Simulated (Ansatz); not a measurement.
BAs:
```xyz
4
Lattice="3.1678 0.0000 0.0000 0.0000 3.1678 0.0000 0.0000 0.0000 5.7486" Properties=species:S:1:pos:R:3 pbc="T T T"
B      0.0000     1.5839     0.0000
B      1.5839     0.0000     2.8743
As     1.5839     1.5839     4.3115
As     1.5839     1.5839     1.4372
```

Relaxed with PBE. Special points in fractions of this cell's reciprocal vectors: Γ (0.000, 0.000, 0.000); X (0.000, 0.500, 0.000); M (0.500, 0.500, 0.000); Z (0.000, 0.000, 0.500); R (0.000, 0.500, 0.500); A (0.500, 0.500, 0.500).

### Question
List the band energies nearest the Fermi level at these points for DFT-PBE in the program Ansatz with PAW potentials.

### Answer
In eV from the Fermi level; about four levels below and three above (degenerate sets whole), none deeper than 8.9 eV; points with the same levels are listed once.

| k | below | above |
|---|---|---|
| Γ | -2.60 -2.60 -1.63 | 1.73 1.94 1.94 |
| X | -8.17 -5.66 -3.09 -1.64 | 0.98 2.93 3.03 |
| M | -6.83 -4.69 -4.69 -2.32 | 0.13 0.61 0.61 |
| Z | -2.10 -2.10 -0.50 -0.50 | 3.16 3.16 4.36 4.36 |
| R | -4.50 -3.42 -1.45 -0.61 | 2.02 2.07 2.96 |
| A | -2.05 -2.05 -1.42 -1.42 | 3.52 3.52 3.67 3.67 |

Space group P4_2/mmc. The cell is a constructed one: a structure type filled with these elements; neither database checked (COD, Materials Project) lists it. It is not the phase usual at ambient conditions (space group No. 216). Symmetry was held in the PBE relaxation; whether a distortion lowers the energy is not shown. Scalar-relativistic: spin–orbit coupling is off unless named, which matters more the heavier the elements.

Potentials: the later of the program's two PAW sets.
